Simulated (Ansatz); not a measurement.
Ga (α-Ga), relaxed with PBEsol (Ansatz, a quantum-chemistry and plane-wave program, plane waves, PAW): a = 4.479 Å, b = 7.596 Å, c = 4.486 Å, α = β = γ = 90.00°.

The same phase is relaxed and computed with r²SCAN+D4 in the same code. What is the cell now?

a = 4.442 Å, b = 7.557 Å, c = 4.499 Å, α = 90.00°, β = 90.00°, γ = 90.00°.

All cells were relaxed under the symmetry of their starts (and spin orders); stability against distortions was not tested throughout. Scalar-relativistic: spin–orbit coupling is off unless named, which matters more the heavier the elements.

Potentials: the earlier of the program's two PAW sets. The files were generated under PBE; for other functionals the program regenerates the frozen cores, and for LDA and PBEsol the local potential too.

Ansatz is a plane-wave DFT program.
